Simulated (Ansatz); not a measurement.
ScSi$_{2}$ (P-3m1)

Method: DFT PBE, scalar-relativistic, plane waves, PAW in Ansatz 0.2.0.

Plane waves to 420 eV, a k mesh through Γ of 18×18×8 on the computed 3-atom cell and Gaussian smearing (0.10 eV); no spin polarisation.

The structure is relaxed at this level of theory with its symmetry kept, and needn't be the ground state of this composition.

```cif
data_structure
_symmetry_space_group_name_H-M 'P-3m1'
_symmetry_Int_Tables_number 164
_cell_length_a 3.0478
_cell_length_b 3.0478
_cell_length_c 6.4170
_cell_angle_alpha 90.000
_cell_angle_beta 90.000
_cell_angle_gamma 120.000
_cell_volume 51.62
loop_
_atom_site_label
_atom_site_type_symbol
_atom_site_symmetry_multiplicity
_atom_site_Wyckoff_symbol
_atom_site_fract_x
_atom_site_fract_y
_atom_site_fract_z
_atom_site_occupancy
Sc1 Sc 1 a 0.00000 0.00000 0.00000 1
Si1 Si 2 d 0.33333 0.66667 0.35029 1
```

Formation energy from the elements' standard states (uncorrected)?

+0.032 eV/atom.

Kohn–Sham band gap?

none (metal).

Density of states at the Fermi level?

3.1 states/eV per cell.

Orbital (Löwdin) character within 0.5 eV of the Fermi level?

Sc 3d 53 %, Si 3p 34 %, unprojected 5 %.

Bader charge by site (e)?

Sc (1 in the cell) 1.05, Si (2 in the cell) -0.53.

The cell was found from a structure generator's guess, not taken from experiment. Löwdin shares on free-atom orbitals overweight diffuse shells.
